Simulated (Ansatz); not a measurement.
One crystal and one scan (energy over volume and axial ratio) at two levels, PBE (plane waves to 420 eV, PAW, scalar-relativistic; Ansatz, a quantum-chemistry and plane-wave program) and r2SCAN (plane waves to 500 eV, PAW, scalar-relativistic; Ansatz), each from its own relaxed cell and on its own mesh. The cell shown is that of PBE.

ZnSe (zinc blende)

```yaml
crystal:
  lattice:
    - [0.00000, 2.86651, 2.86651]
    - [2.86651, 0.00000, 2.86651]
    - [2.86651, 2.86651, 0.00000]
  atoms:
    - { symbol: Se, position: [0.75000, 0.75000, 0.75000] }
    - { symbol: Zn, position: [0.00000, 0.00000, 0.00000] }
```

Grid over V/V₀ and (c/a)/(c/a)₀, subscript 0 meaning the relaxed cell; the conventional c axis lies along z; no internal relaxation.

E stands for the smeared free energy. The PAW data are Ansatz's earlier set. ZnSe was relaxed with its symmetry unable to fall. Percentages come from the unrounded values. Both scans cover V/V₀ from 0.920 to 1.080 and (c/a)/(c/a)₀ from 0.960 to 1.040.

Results of PBE:

```
Quantity                                                     Result
-----------------------------------------------------------  ------
Lattice constant a (Å)                                        5.733
Shear modulus C′ = (C11 − C12)/2 (fit, atoms clamped) (GPa)    17.3
```

Task: What does r2SCAN give for the same quantities?

Result: 
```json
[
 {"quantity": "Lattice constant a (Å)", "r2SCAN": "5.666", "PBE − r2SCAN": "+0.067 (+1.2 %)"},
 {"quantity": "Shear modulus C′ = (C11 − C12)/2 (fit, atoms clamped) (GPa)", "r2SCAN": "18.6", "PBE − r2SCAN": "-1.3 (-7 %)"}
]
```

PBE gives the higher value for: lattice constant a. PBE gives the lower value for: shear modulus C′. Neither level is exact: the differences show how much the result hangs on the functional.

(Under strain, the slope of the energy per volume gives the stress and its curvature an elastic modulus.)
